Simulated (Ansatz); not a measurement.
Mo (diamond, Fd-3m), a = 5.6875 Å, b = 5.6875 Å, c = 5.6875 Å, α = 90.00°, β = 90.00°, γ = 90.00°; the cell used has 2 atoms.

Relaxed with PBE in the plane-wave PAW code Ansatz. Indices refer to the conventional cell of Fd-3m, a = b = c = 5.6875 Å, α = β = γ = 90.00°.

Task: Simulate the powder diffraction pattern (Cu Kα, λ = 1.54184 Å; lines above 1 %) up to 2θ = 90°.

Result: Simulated powder pattern, Cu Kα, λ = 1.54184 Å (kinematic, ideal powder, no thermal factors, no anomalous dispersion; the 30 strongest lines at most, above 1 %, up to 2θ = 90°):

| 2θ (°) | d (Å) | I/Imax (%) | hkl |
|---|---|---|---|
| 27.16 | 3.284 | 100 | (111) |
| 45.09 | 2.011 | 73 | (220) |
| 53.43 | 1.715 | 44 | (311) |
| 65.66 | 1.422 | 12 | (400) |
| 72.43 | 1.305 | 17 | (331) |
| 83.22 | 1.161 | 24 | (422) |
| 89.55 | 1.095 | 14 | (511)+(333) |

The start of the workflow was typed in or built on a structure type; neither database checked (COD, Materials Project) lists it. It is not the phase usual at ambient conditions (space group No. 229). Symmetry was held in the PBE relaxation; its stability against distortions is not shown here. No spin polarisation was allowed.

Potentials: the later of the program's two PAW sets.
